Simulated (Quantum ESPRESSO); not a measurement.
## TiIn2Mo2Cu2Sn (one run as intended and one with a planted mistake)

Computed values, not a measurement. The program is pw.x of Quantum ESPRESSO 7.5 (plane-wave density functional theory). The cell is made up: eight metal atoms on a face-centred cubic lattice, with elements, volume, strain and displacements drawn at random and not relaxed, so it may be unstable or far from any real phase. PseudoDojo standard norm-conserving files set the functional (PBE unless stated); there is no spin polarisation or spin-orbit coupling, the Fermi-Dirac width of 0.25 eV means electrons at about 2900 K, and the masses in the input are unused placeholders. The copper pseudopotential is less sure than most, with forces differing by about three percent and pressure by about two GPa from a second method on plain copper. The tin pseudopotential is less sure than most, with forces differing by about three percent from a second method on plain tin. A spin test at this wide smearing found no moment, but such smearing suppresses magnetism that the real alloy may have.

Intended input:

```
&control calculation='scf', pseudo_dir='./dojo.nc.sr.pbe.v0_5.standard.upf', outdir='./o', disk_io='minimal', tprnfor=.true., tstress=.true. /
&system ibrav=0, nat=8, ntyp=5, nbnd=71, ecutwfc=92.02030273, nosym=.true., tot_charge=0,
 occupations='smearing', smearing='fd', degauss=0.0183746611
/
&electrons conv_thr=1.470e-08, electron_maxstep=70, mixing_beta=0.5 /
ATOMIC_SPECIES
Cu 1.0 Cu.upf
In 1.0 In.upf
Mo 1.0 Mo.upf
Sn 1.0 Sn.upf
Ti 1.0 Ti.upf
CELL_PARAMETERS angstrom
0.028 2.1439 2.1272
0.0016 4.213 -4.1796
-8.3115 -2.164 2.0356
ATOMIC_POSITIONS angstrom
Ti -0.1675 -0.0501 -0.0415
In -4.1585 -0.0616 0.0135
Mo -0.0818 2.2653 -1.9719
Mo -4.2601 2.0104 -2.0482
Cu -6.2499 0.0406 2.0383
In -1.985 1.9209 -0.1695
Sn -6.2532 2.1105 0.0069
Cu -2.0737 4.3227 -2.0084
K_POINTS automatic
8 4 3 1 1 1
```

The log is shortened where brackets say so; the opening notice, blank lines, dates and the lines on written files are dropped, and the path of the files is cut. It prints rydbergs, bohrs and kilobars, and counts compression as positive stress. Its total energy is the free energy E - TS of the whole cell.

Log of the intended run:

```
     Program PWSCF v.7.5
     Parallel version (MPI & OpenMP), running on       4 processor cores
     Number of MPI processes:                 4
     Threads/MPI process:                     1
     [start-up lines left out]
     bravais-lattice index     =            0
     lattice parameter (alat)  =       5.7075  a.u.
     unit-cell volume          =    1005.0680 (a.u.)^3
     number of atoms/cell      =            8
     number of atomic types    =            5
     number of electrons       =       118.00
     number of Kohn-Sham states=           71
     kinetic-energy cutoff     =      92.0203  Ry
     charge density cutoff     =     368.0812  Ry
     scf convergence threshold =      1.5E-08
     mixing beta               =       0.5000
     number of iterations used =            8  plain     mixing
     Exchange-correlation= PBE
                           (   1   4   3   4   0   0   0)
     [axes and pseudopotential details left out]
   Cartesian axes
     site n.     atom                  positions (alat units)
         1        Ti     tau(   1) = (  -0.0554585  -0.0165879  -0.0137405  )
         2        In     tau(   2) = (  -1.3768606  -0.0203955   0.0044698  )
         3        Mo     tau(   3) = (  -0.0270836   0.7500306  -0.6528872  )
         4        Mo     tau(   4) = (  -1.4104999   0.6656344  -0.6781498  )
         5        Cu     tau(   5) = (  -2.0693137   0.0134425   0.6748720  )
         6        In     tau(   6) = (  -0.6572246   0.6360013  -0.0561207  )
         7        Sn     tau(   7) = (  -2.0704064   0.6987770   0.0022846  )
         8        Cu     tau(   8) = (  -0.6865927   1.4312265  -0.6649722  )
     number of k points=    48  Fermi-Dirac smearing, width (Ry)=  0.0184
                       cart. coord. in units 2pi/alat
        k(    1) = (  -0.0839007   0.0893940  -0.0002517), wk =   0.0416667
        k(    2) = (   0.1584009   0.0877658  -0.0018001), wk =   0.0416667
     [further k points left out]
     Dense  grid:   119921 G-vectors     FFT dimensions: (  36,  72, 108)
     Estimated max dynamical RAM per process >     401.35 MB
     Estimated total dynamical RAM >       1.48 GB
     Initial potential from superposition of free atoms
     starting charge     117.9856, renormalised to     118.0000
     Starting wfcs are   77 randomized atomic wfcs
     total cpu time spent up to now is        4.5 secs
     per-process dynamical memory:   314.5 Mb
     Self-consistent Calculation
     iteration #  1     ecut=    92.02 Ry     beta= 0.50
     Davidson diagonalization with overlap
     ethr =  1.00E-02,  avg # of iterations =  3.3
     total cpu time spent up to now is       13.4 secs
     total energy              =   -1575.23843076 Ry
     estimated scf accuracy    <       9.47060198 Ry
     iteration #  2     ecut=    92.02 Ry     beta= 0.50
     Davidson diagonalization with overlap
     ethr =  8.03E-03,  avg # of iterations =  3.9
     total cpu time spent up to now is       23.5 secs
     total energy              =   -1577.32553868 Ry
     estimated scf accuracy    <      56.68007878 Ry
     [iterations 3 to 17 left out]
     iteration # 18     ecut=    92.02 Ry     beta= 0.50
     Davidson diagonalization with overlap
     ethr =  1.99E-10,  avg # of iterations =  3.6
     total cpu time spent up to now is      154.1 secs
     total energy              =   -1581.50628907 Ry
     estimated scf accuracy    <       0.00000020 Ry
     iteration # 19     ecut=    92.02 Ry     beta= 0.50
     Davidson diagonalization with overlap
     ethr =  1.68E-10,  avg # of iterations =  1.8
     total cpu time spent up to now is      161.4 secs
     End of self-consistent calculation
     [lines on levels left out]
!    total energy              =   -1581.50628908 Ry
     estimated scf accuracy    <          3.1E-09 Ry
     smearing contrib. (-TS)   =      -0.10468359 Ry
     internal energy E=F+TS    =   -1581.40160550 Ry
     The total energy is F=E-TS. E is the sum of the following terms:
     one-electron contribution =    -723.74790071 Ry
     hartree contribution      =     432.76674173 Ry
     xc contribution           =    -276.08418685 Ry
     ewald contribution        =   -1014.33625967 Ry
     convergence has been achieved in  19 iterations
     Forces acting on atoms (cartesian axes, Ry/au):
     atom    1 type  5   force =     0.04623216   -0.02246545    0.00907051
     atom    2 type  2   force =     0.01263679   -0.04606001    0.04223653
     atom    3 type  3   force =     0.04696008    0.00189462   -0.04312844
     atom    4 type  3   force =     0.00458423    0.01321770   -0.02133549
     atom    5 type  1   force =    -0.01452905   -0.00701341    0.00702864
     atom    6 type  2   force =    -0.05307302    0.06099322    0.01610805
     atom    7 type  4   force =    -0.04794197    0.01588401   -0.01757254
     atom    8 type  1   force =     0.00513080   -0.01645069    0.00759274
     Total force =     0.147748     Total SCF correction =     0.000232
     Computing stress (Cartesian axis) and pressure
          total   stress  (Ry/bohr**3)                   (kbar)     P=      -47.92
  -0.00014393  -0.00013863  -0.00006313          -21.17      -20.39       -9.29
  -0.00013863  -0.00044120   0.00015397          -20.39      -64.90       22.65
  -0.00006313   0.00015397  -0.00039203           -9.29       22.65      -57.67
     init_run     :      4.23s CPU      4.39s WALL (       1 calls)
     electrons    :    153.26s CPU    156.92s WALL (       1 calls)
     forces       :      1.37s CPU      1.39s WALL (       1 calls)
     stress       :      4.59s CPU      4.69s WALL (       1 calls)
     [timing details left out]
     PWSCF        :   2m43.56s CPU   2m47.54s WALL
     JOB DONE.
```

A second run has one planted mistake: one coordinate of one atom is wrong. The input lines that differ:

```
- In -4.1585 -0.0616 0.0135
+ In -4.1585 -0.0616 0.1235
```

Its log:

```
     Program PWSCF v.7.5
     Parallel version (MPI & OpenMP), running on       4 processor cores
     Number of MPI processes:                 4
     Threads/MPI process:                     1
     [start-up lines left out]
     bravais-lattice index     =            0
     lattice parameter (alat)  =       5.7075  a.u.
     unit-cell volume          =    1005.0680 (a.u.)^3
     number of atoms/cell      =            8
     number of atomic types    =            5
     number of electrons       =       118.00
     number of Kohn-Sham states=           71
     kinetic-energy cutoff     =      92.0203  Ry
     charge density cutoff     =     368.0812  Ry
     scf convergence threshold =      1.5E-08
     mixing beta               =       0.5000
     number of iterations used =            8  plain     mixing
     Exchange-correlation= PBE
                           (   1   4   3   4   0   0   0)
     [axes and pseudopotential details left out]
   Cartesian axes
     site n.     atom                  positions (alat units)
         1        Ti     tau(   1) = (  -0.0554585  -0.0165879  -0.0137405  )
         2        In     tau(   2) = (  -1.3768606  -0.0203955   0.0408903  )
         3        Mo     tau(   3) = (  -0.0270836   0.7500306  -0.6528872  )
         4        Mo     tau(   4) = (  -1.4104999   0.6656344  -0.6781498  )
         5        Cu     tau(   5) = (  -2.0693137   0.0134425   0.6748720  )
         6        In     tau(   6) = (  -0.6572246   0.6360013  -0.0561207  )
         7        Sn     tau(   7) = (  -2.0704064   0.6987770   0.0022846  )
         8        Cu     tau(   8) = (  -0.6865927   1.4312265  -0.6649722  )
     number of k points=    48  Fermi-Dirac smearing, width (Ry)=  0.0184
                       cart. coord. in units 2pi/alat
        k(    1) = (  -0.0839007   0.0893940  -0.0002517), wk =   0.0416667
        k(    2) = (   0.1584009   0.0877658  -0.0018001), wk =   0.0416667
     [further k points left out]
     Dense  grid:   119921 G-vectors     FFT dimensions: (  36,  72, 108)
     Estimated max dynamical RAM per process >     401.35 MB
     Estimated total dynamical RAM >       1.48 GB
     Initial potential from superposition of free atoms
     starting charge     117.9856, renormalised to     118.0000
     Starting wfcs are   77 randomized atomic wfcs
     total cpu time spent up to now is        4.5 secs
     per-process dynamical memory:   314.5 Mb
     Self-consistent Calculation
     iteration #  1     ecut=    92.02 Ry     beta= 0.50
     Davidson diagonalization with overlap
     ethr =  1.00E-02,  avg # of iterations =  3.2
     total cpu time spent up to now is       13.4 secs
     total energy              =   -1575.39832473 Ry
     estimated scf accuracy    <       9.25228872 Ry
     iteration #  2     ecut=    92.02 Ry     beta= 0.50
     Davidson diagonalization with overlap
     ethr =  7.84E-03,  avg # of iterations =  3.9
     total cpu time spent up to now is       23.7 secs
     total energy              =   -1577.40237891 Ry
     estimated scf accuracy    <      55.76508881 Ry
     [iterations 3 to 17 left out]
     iteration # 18     ecut=    92.02 Ry     beta= 0.50
     Davidson diagonalization with overlap
     ethr =  1.73E-10,  avg # of iterations =  3.0
     total cpu time spent up to now is      153.4 secs
     total energy              =   -1581.51342973 Ry
     estimated scf accuracy    <       0.00000013 Ry
     iteration # 19     ecut=    92.02 Ry     beta= 0.50
     Davidson diagonalization with overlap
     ethr =  1.06E-10,  avg # of iterations =  1.9
     total cpu time spent up to now is      160.6 secs
     End of self-consistent calculation
     [lines on levels left out]
!    total energy              =   -1581.51342974 Ry
     estimated scf accuracy    <          4.4E-09 Ry
     smearing contrib. (-TS)   =      -0.10437947 Ry
     internal energy E=F+TS    =   -1581.40905028 Ry
     The total energy is F=E-TS. E is the sum of the following terms:
     one-electron contribution =    -725.78320843 Ry
     hartree contribution      =     433.77592402 Ry
     xc contribution           =    -276.07995165 Ry
     ewald contribution        =   -1013.32181422 Ry
     convergence has been achieved in  19 iterations
     Forces acting on atoms (cartesian axes, Ry/au):
     atom    1 type  5   force =     0.04603855   -0.02227830    0.00926978
     atom    2 type  2   force =     0.01133147   -0.03481291    0.02651776
     atom    3 type  3   force =     0.04721158    0.00164430   -0.04301081
     atom    4 type  3   force =     0.00470673    0.00475180   -0.01299156
     atom    5 type  1   force =    -0.01711351   -0.00721431    0.00854772
     atom    6 type  2   force =    -0.05729852    0.05987545    0.01748271
     atom    7 type  4   force =    -0.04170354    0.01479261   -0.01443064
     atom    8 type  1   force =     0.00682725   -0.01675866    0.00861503
     Total force =     0.138565     Total SCF correction =     0.000261
     Computing stress (Cartesian axis) and pressure
          total   stress  (Ry/bohr**3)                   (kbar)     P=      -49.91
  -0.00016328  -0.00013752  -0.00007452          -24.02      -20.23      -10.96
  -0.00013752  -0.00044785   0.00014695          -20.23      -65.88       21.62
  -0.00007452   0.00014695  -0.00040670          -10.96       21.62      -59.83
     init_run     :      4.26s CPU      4.43s WALL (       1 calls)
     electrons    :    152.52s CPU    156.11s WALL (       1 calls)
     forces       :      1.36s CPU      1.38s WALL (       1 calls)
     stress       :      4.55s CPU      4.63s WALL (       1 calls)
     [timing details left out]
     PWSCF        :   2m42.77s CPU   2m46.68s WALL
     JOB DONE.
```

```
                                            intended run  run with the mistake
                          free energy (eV)    -21517.489            -21517.586
         entropy term -TS, part of it (eV)        -1.424                -1.420
                            pressure (GPa)         -4.79                 -4.99
size of the largest force component (eV/Å)         1.568                 1.539
largest change of a force component (eV/Å)                               0.404
                                iterations            19                    19
```

For scale, a rerun of the intended cell at a higher cutoff and on a denser mesh moved values by no more than 0.003 eV in energy, 0.03 GPa in stress and 0.005 eV/Å in force, and a second program with other atomic files agreed on that cell to 2 % rms in force and 0.5 GPa in pressure.